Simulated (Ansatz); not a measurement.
Ru (hcp (Mg type), P6_3/mmc) under volume change, PBEsol (plane waves, PAW; program Ansatz), shape and atoms relaxed at each volume.

```json
[
 {"V (Å³/atom)": "12.126", "E − E(relaxed) (meV/atom)": "…", "P (GPa)": "…"},
 {"V (Å³/atom)": "12.525", "E − E(relaxed) (meV/atom)": "58.6", "P (GPa)": "24.93"},
 {"V (Å³/atom)": "12.925", "E − E(relaxed) (meV/atom)": "13.8", "P (GPa)": "11.38"},
 {"V (Å³/atom)": "13.325", "E − E(relaxed) (meV/atom)": "0.0", "P (GPa)": "-0.01"},
 {"V (Å³/atom)": "13.724", "E − E(relaxed) (meV/atom)": "12.3", "P (GPa)": "-9.57"},
 {"V (Å³/atom)": "14.124", "E − E(relaxed) (meV/atom)": "46.5", "P (GPa)": "-17.58"},
 {"V (Å³/atom)": "14.524", "E − E(relaxed) (meV/atom)": "…", "P (GPa)": "…"}
]
```

Task: Some entries are withheld; supply them.

Result: 
- 12.126, E − E(relaxed) (meV/atom): 140.3
- 12.126, P (GPa): 41.04
- 14.524, E − E(relaxed) (meV/atom): 98.9
- 14.524, P (GPa): -24.28

Task: What does a third-order Birch–Murnaghan fit give for V₀, B₀ and B′?

Result: V₀ = 13.32 Å³/atom, B₀ = 347 GPa, B′ = 4.8.

Symmetry was held in the PBEsol relaxation; of distortions, only those at the zone centre were tested. No spin polarisation was allowed.

Potentials: the earlier of the program's two PAW sets.
